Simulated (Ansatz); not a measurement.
Values for one crystal, relaxed and computed with plane-wave PAW LDA (Ansatz code); other levels are named.

```yaml
volume_per_atom: 31.98 Å³
band_gap: 1.06 eV (direct)
electron_effective_mass: 0.13 mₑ (isotropic)
zero_point_energy: 16.2 meV/atom
Hole effective mass, band 3 of 3 at the edge: 0.16 along [100], 0.13 along [110], 0.13 along [111] (mₑ)
Bulk modulus (Birch–Murnaghan fit): 41.4 GPa
Vibrational entropy at 300 K: 52.3 J/(K·mol of atoms)
```

Problem. Which of these materials gives this?
A) AgI, zinc blende
B) CuI, P-3m1 (Cu on 2d, I on 2d)
C) NaI, rock salt
D) Ag2S, Cmcm (Ag on 4b, Ag on 4c, S on 4c)

Solution. A, AgI, zinc blende

Space group F-43m (zinc blende). The LDA relaxation kept the symmetry of its start; phonons on a q-mesh show no instability. No spin polarisation was allowed. Scalar-relativistic: spin–orbit coupling is off unless named, which matters more the heavier the elements.

Potentials: the later of the program's two PAW sets.
